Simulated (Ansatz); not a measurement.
## Field gradients of GaReSi from run to run

Cell of run 1: a structure deposited in the COD, taken as it stands.

```cif
data_GaReSi
_symmetry_space_group_name_H-M 'P4/nmm:1'
_symmetry_Int_Tables_number 129
_cell_length_a 3.1942
_cell_length_b 3.1942
_cell_length_c 8.0540
_cell_angle_alpha 90.000
_cell_angle_beta 90.000
_cell_angle_gamma 90.000
loop_
_atom_site_label
_atom_site_type_symbol
_atom_site_symmetry_multiplicity
_atom_site_Wyckoff_symbol
_atom_site_fract_x
_atom_site_fract_y
_atom_site_fract_z
Ga Ga 2 c 0.5000 0.0000 0.9146
Si Si 2 c 0.0000 0.5000 0.4152
Re Re 2 c 0.0000 0.5000 0.7306
```

One atom of each set is listed.

Relaxed positions (PBE, cell held):

Ga (0.5000, 0.0000, 0.9145)
Si (0.0000, 0.5000, 0.4155)
Re (0.0000, 0.5000, 0.7297)

All runs are DFT with Ansatz 0.2.0 (plane waves and PAW, scalar-relativistic unless spin–orbit coupling is named, Γ-centred meshes, Fermi–Dirac smearing where given) in this cell.

Run 1: PBE, atoms as given; 420 eV, 10×10×4 k-points, smearing 0.05 eV.
Run 2: PBE, atoms relaxed; 420 eV, 10×10×4 k-points, smearing 0.05 eV.
Run 3: r2SCAN, at the relaxed atoms; 500 eV, 10×10×4 k-points, smearing 0.05 eV.

**Question.** What does each run give, and what moves the gradients most?

**Answer.** 

```tsv
run	Ga V_zz (η)	Si V_zz (η)	Re V_zz (η)
1	-3.10 (0.00)	-1.51 (0.00)	-19.13 (0.00)
2	-3.04 (0.00)	-1.58 (0.00)	-19.11 (0.00)
3	-3.36 (0.00)	-1.65 (0.00)	-19.43 (0.00)
```

V_zz in 10²¹ V/m². Against run 1, the gradient tensors on these sites move by at most 0.08 in run 2 (Si), 0.30 in run 3 (Re). Taken one at a time, the functional (r2SCAN with its higher cutoff) moves the tensors on these sites by up to 0.32 (largest principal value of the change, on Ga), the positions of the atoms (as given or relaxed) by 0.08 (Si).

Leaving out spin–orbit coupling shifts gradients on Re by a few per cent in wide-gap crystals, and can shift them far more where the calculated gap is small or absent, as here. In runs 1, 2, 3 the gap is small for the k-mesh or the smearing, and small gradients can still move by 0.1 × 10²¹ V/m² or more.
